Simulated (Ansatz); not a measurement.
La2O3:
```cif
data_La2O3
_chemical_formula_sum 'La2 O3'
_space_group_name_H-M_alt 'P-3m1'
_space_group_IT_number 164
_space_group_name_Hall '-P 3 2"'
_cell_length_a 3.90622
_cell_length_b 3.90622
_cell_length_c 6.04095
_cell_angle_alpha 90.000
_cell_angle_beta 90.000
_cell_angle_gamma 120.000
loop_
_atom_site_label
_atom_site_type_symbol
_atom_site_symmetry_multiplicity
_atom_site_Wyckoff_symbol
_atom_site_fract_x
_atom_site_fract_y
_atom_site_fract_z
_atom_site_occupancy
La1 La 2 d 0.33333 0.66667 0.24538 1
O1 O 2 d 0.66667 0.33333 0.35399 1
O2 O 1 a 0.00000 0.00000 0.00000 1
```

Relaxed with PBEsol. Plane-wave PAW PBEsol (Ansatz code) gives a gap of 3.77 eV.

### Question
What gap does HSE06 give on the same cell (Ansatz, PAW)?

### Answer
5.30 eV, 1.52 eV more. The hybrid was solved on a coarser mesh and at special points; the gap given is the minimum over both.

```tsv
k	v1 PBEsol	c1 PBEsol	v1 HSE06	c1 HSE06
Γ	-0.16	4.25	-0.14	6.15
A	-0.33	4.68	?	?
K	-0.09	3.77	-0.11	5.30
H	-0.22	4.20	?	?
M	-0.32	3.79	?	?
L	-0.01	4.39	?	?
```

### Question
Top valence (v1) and lowest conduction level (c1) in eV from each method's valence maximum (which need not be a listed point): supply the withheld HSE06 values.

### Answer

- L, v1 HSE06: 0.00
- L, c1 HSE06: 6.29
- M, v1 HSE06: -0.35
- M, c1 HSE06: 5.40
- A, v1 HSE06: -0.34
- A, c1 HSE06: 6.64
- H, v1 HSE06: -0.24
- H, c1 HSE06: 5.92

Cost on shared cores: the PBEsol run (SCF on a 8×8×5 mesh, then bands and DOS) roughly 15 core-seconds, the HSE06 run (SCF on 5×5×3, then a few points) very roughly 70 core-seconds; the tasks are unlike.

The cell was relaxed with PBEsol under the symmetry of its start. Spin–orbit coupling is left out wherever it is not named.

Potentials: the earlier of the program's two PAW sets. The files were generated under PBE; for other functionals the program regenerates the frozen cores, and for LDA and PBEsol the local potential too.
